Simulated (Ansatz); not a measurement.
Input and command of a plane-wave DFT calculation in Ansatz:

```yaml
crystal:
  lattice:
    - [-1.665615, 1.665615, 1.665615]
    - [1.665615, -1.665615, 1.665615]
    - [1.665615, 1.665615, -1.665615]
  atoms:
    - { symbol: Ti, position: [0.0, 0.0, 0.0] }
basis:
  ecutwfc: 500
kpoints:
  mp_grid: { grid: [20, 20, 20] }
hamiltonian:
  xc: r2scan
scf:
  occupations: { method: gaussian, width: 0.15 }
output:
  forces: true
  stress: true
  eigenvalues: true
```

```bash
ansatz run input.yaml --threads 1 --pin off --max-ram 2560MiB --backend cpu --events-out ev --progress --plain --runs-dir out
```

Processor: Intel(R) Xeon(R) Platinum 8488C (Sapphire Rapids), 1 thread, on a host shared with other jobs.

Task: Estimate time, memory and problem size.

Result: About 4.4 s on 1 thread of Intel(R) Xeon(R) Platinum 8488C (Sapphire Rapids), on a shared host, peak memory 0.44 GiB. It solves 10 bands at 256 k points (the mesh reduced by symmetry) with about 459 plane waves, in 6 SCF iterations.
